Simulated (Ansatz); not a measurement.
Mg₂NF in space group I4_1/amd (No. 141; Mg on 8e, N on 4a, F on 4b), PBEsol in the plane-wave PAW code Ansatz. The conduction-band minimum lies at Γ, with 1 equivalent valley. Second derivatives d²E/dk² of the lowest band at one valley (eV·Å²), along Cartesian directions:

```tsv
direction	d²E/dk²
[100]	27.08
[010]	27.08
[001]	29.10
[110]	27.08
[101]	28.09
[011]	28.09
```

Task: Find the principal effective masses, the density-of-states mass and the conductivity mass.

Result: Off-diagonal terms follow from H_xy = H[110] − (H_xx + H_yy)/2, and m*/mₑ = 7.620 eV·Å² over each eigenvalue: 0.26, 0.28, 0.28. One valley's DOS mass (m₁m₂m₃)^(1/3) = 0.27, conductivity mass 3/(Σ 1/mᵢ) = 0.27 mₑ.

Task: What effective density of states Nc follows at 300 K for parabolic valleys?

Result: Nc = 2.509e19 × 1 × (0.27)^(3/2) ≈ 3.5e18 cm⁻³.

The workflow started from a Materials Project entry (that database holds measured and hypothetical structures alike); the Crystallography Open Database files this formula in space group No. 141, but the cells were not matched. Its standing as an ambient phase is unchecked. The PBEsol relaxation kept the symmetry of its start; whether a distortion lowers the energy is not shown.

Potentials: the later of the program's two PAW sets.

Edges and masses are those of Kohn–Sham bands, whose gap is no quasiparticle gap.
